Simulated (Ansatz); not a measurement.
Si3N4:
```cif
data_N16Si12
_chemical_formula_sum 'N16 Si12'
_space_group_name_H-M_alt 'I-43d'
_space_group_IT_number 220
_space_group_name_Hall 'I -4bd 2c 3'
_cell_length_a 6.45467
_cell_length_b 6.45467
_cell_length_c 6.45467
_cell_angle_alpha 90.000
_cell_angle_beta 90.000
_cell_angle_gamma 90.000
loop_
_atom_site_label
_atom_site_type_symbol
_atom_site_symmetry_multiplicity
_atom_site_Wyckoff_symbol
_atom_site_fract_x
_atom_site_fract_y
_atom_site_fract_z
_atom_site_occupancy
N1 N 16 c 0.03075 0.03075 0.03075 1
Si1 Si 12 b 0.12500 0.50000 0.25000 1
```
(The calculation used a cell of 14 atoms; values per cell refer to that cell.)

Relaxed with PBEsol.

**Question.** Give the optical modes at the zone centre with their infrared activity from DFPT, the program Ansatz at the PBEsol level (PAW).

**Answer.** Transverse frequencies, without the LO–TO term; a row sums one degenerate level.

```tsv
ω (cm⁻¹)	degeneracy	IR ((D/Å)²/amu)	activity
273	3	0.93	IR
321	1	0.00	IR-inactive
322	2	0.00	IR-inactive
350	3	0.00	IR-inactive
363	3	40.66	IR
475	3	0.00	IR-inactive
544	1	0.00	IR-inactive
621	1	0.00	IR-inactive
649	3	0.00	IR-inactive
676	3	0.00	IR-inactive
825	3	399.45	IR
827	2	0.00	IR-inactive
860	3	0.00	IR-inactive
880	3	5.96	IR
907	3	0.00	IR-inactive
921	2	0.00	IR-inactive
```

**Question.** How high does the top mode go among those that the LO–TO term moves?

**Answer.** 1075 cm⁻¹ for q along x.

The workflow started from an entry of the Crystallography Open Database (COD), which files this formula under 4 space groups. It is not the phase usual at ambient conditions (space group No. 176). The PBEsol relaxation kept the symmetry of its start; phonons on a q-mesh show no instability.

Potentials: the earlier of the program's two PAW sets.
